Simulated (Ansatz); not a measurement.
CdS:
```cif
data_CdS
_chemical_formula_sum 'S1 Cd1'
_space_group_name_H-M_alt 'P 1'
_space_group_IT_number 1
_cell_length_a 4.19075
_cell_length_b 4.19075
_cell_length_c 4.19075
_cell_angle_alpha 60.000
_cell_angle_beta 60.000
_cell_angle_gamma 60.000
loop_
_space_group_symop_operation_xyz
  'x, y, z'
loop_
_atom_site_label
_atom_site_type_symbol
_atom_site_fract_x
_atom_site_fract_y
_atom_site_fract_z
_atom_site_occupancy
S1 S 0.75000 0.75000 0.75000 1
Cd1 Cd 0.00000 0.00000 0.00000 1
```

Relaxed with PBE.

Q: Decompose the optical modes at the zone centre into irreducible representations, and say which are infrared and Raman allowed.

A: Point group -43m: Γ_opt = T2. Infrared: T2. Raman: T2.

Q: Assign frequencies (DFPT, DFT-PBE in the program Ansatz with PAW potentials; without the LO–TO term).

A: T2 216 cm⁻¹.

Space group F-43m (zinc blende). The cell was relaxed with PBE under the symmetry of its start; phonons on a q-mesh show no instability.

Potentials: the later of the program's two PAW sets.
